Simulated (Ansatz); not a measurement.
## Ge: computed property card

Ge:
```cif
data_Ge8
_chemical_formula_sum 'Ge8'
_space_group_name_H-M_alt 'P63/mmc'
_space_group_IT_number 194
_space_group_name_Hall '-P 6c 2c'
_cell_length_a 4.00347
_cell_length_b 4.00347
_cell_length_c 13.14538
_cell_angle_alpha 90.000
_cell_angle_beta 90.000
_cell_angle_gamma 120.000
loop_
_atom_site_label
_atom_site_type_symbol
_atom_site_symmetry_multiplicity
_atom_site_Wyckoff_symbol
_atom_site_fract_x
_atom_site_fract_y
_atom_site_fract_z
_atom_site_occupancy
Ge1 Ge 4 e 0.00000 0.00000 0.09319 1
Ge2 Ge 4 f 0.33333 0.66667 0.15588 1
```

Space group P6_3/mmc (No. 194); conventional cell a = b = 4.003 Å, c = 13.145 Å, α = β = 90.00°, γ = 120.00°.

Method: r²SCAN (plane waves, PAW; program Ansatz). Geometry: relaxed at this level of theory. Other levels are named where they apply.

Cell and energy:

| Quantity | Value |
|---|---|
| Volume per atom | 22.81 Å³ |
| Density | 5.29 g/cm³ |

Electronic structure:

| Property | Value |
|---|---|
| Band gap | 0.27 eV (smallest direct gap 0.27 eV) |
| Valence-band maximum | at Γ |
| Conduction-band minimum | on the Γ–A line, 9 % of the way from Γ (2 equivalent valleys) |

The workflow started from a Materials Project entry (that database holds measured and hypothetical structures alike); the Crystallography Open Database copy checked does not list it. It is not the phase usual at ambient conditions (space group No. 227). Symmetry was held in the r²SCAN relaxation; whether a distortion lowers the energy is not shown. Scalar-relativistic: spin–orbit coupling is off unless named, which matters more the heavier the elements.

Potentials: the later of the program's two PAW sets.
